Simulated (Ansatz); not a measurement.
MgCd₂Se₃ (P3m1) at 2 levels of theory

One geometry, relaxed with PBE; plane waves with PAW potentials in Ansatz, scalar-relativistic. No spin polarisation. Gaps are the least over mesh and band path; pressure is positive in compression, and isn't given for hybrids.

```
Mg Cd Se
1.0
     4.33835    0.00000    0.00000
    -2.16918    3.75712    0.00000
     0.00000    0.00000   10.59602
Mg Cd Se
1 2 3
Direct
  0.00000 0.00000 0.33101
  0.33333 0.66667 0.00448
  0.66667 0.33333 0.66394
  0.66667 0.33333 0.91662
  0.00000 0.00000 0.57620
  0.33333 0.66667 0.25776
```

```csv
level,cutoff (eV),k mesh,gap (eV),pressure (GPa)
PBE,420,6×6×4,0.96,0.0
```

Problem. What comes out on the same cell with HSE06?

Solution.
```csv
level,cutoff (eV),k mesh,gap (eV),pressure (GPa)
HSE06,420,6×6×2,1.88,-
```

The structure comes from a generated guess; another structure or a mixture of phases may lie lower.
